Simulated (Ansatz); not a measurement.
BC$_{3}$:
```
CELL_PARAMETERS angstrom
      5.15811     0.00000     0.00000
     -2.57905     4.46705     0.00000
      0.00000     0.00000     3.68048
ATOMIC_POSITIONS crystal
  B  0.66667 0.33333 0.00000
  C  0.84123 0.68245 0.00000
  C  0.68245 0.84123 0.00000
  C  0.84123 0.15877 0.00000
  C  0.15877 0.31755 0.00000
  B  0.33333 0.66667 0.00000
  C  0.15877 0.84123 0.00000
  C  0.31755 0.15877 0.00000
```

Relaxed with PBE+D3(BJ). Special points in fractions of this cell's reciprocal vectors: Γ (0.000, 0.000, 0.000); M (0.500, 0.000, 0.000); K (0.333, 0.333, 0.000); A (0.000, 0.000, 0.500); L (0.500, 0.000, 0.500); H (0.333, 0.333, 0.500).

Q: List the band energies nearest the Fermi level at these points for plane-wave PAW PBE+D3(BJ) (Ansatz code).

A: In eV from the Fermi level; about four levels below and three above (degenerate sets whole), none deeper than 8.9 eV; points with the same levels are listed once.

```tsv
k	below	above
Γ	-0.20 -0.20 -0.02 -0.02	2.56 4.25 4.25
M	-2.34 -2.10 -1.26 -0.42	1.40 4.95 6.10
K	-2.50 -2.50 -1.65 -1.65	3.01 3.01 7.58
A	-2.52 -2.52 -1.13 -1.13	0.02 0.02 1.11
L	-2.30 -1.47 -1.21 -0.08	4.14 4.85 8.43
H	-3.05 -3.05 -2.42 -2.42	1.90 1.90 7.80 7.80
```

Space group P6/mmm. The start of the workflow was typed in or built on a structure type; neither database checked (COD, Materials Project) lists it. Whether it is the stable phase at ambient conditions was not checked. Symmetry was held in the PBE+D3(BJ) relaxation; its stability against distortions is not shown here. Its formation energy is positive at this level, so the cell may be metastable or incomplete.

Potentials: the earlier of the program's two PAW sets.
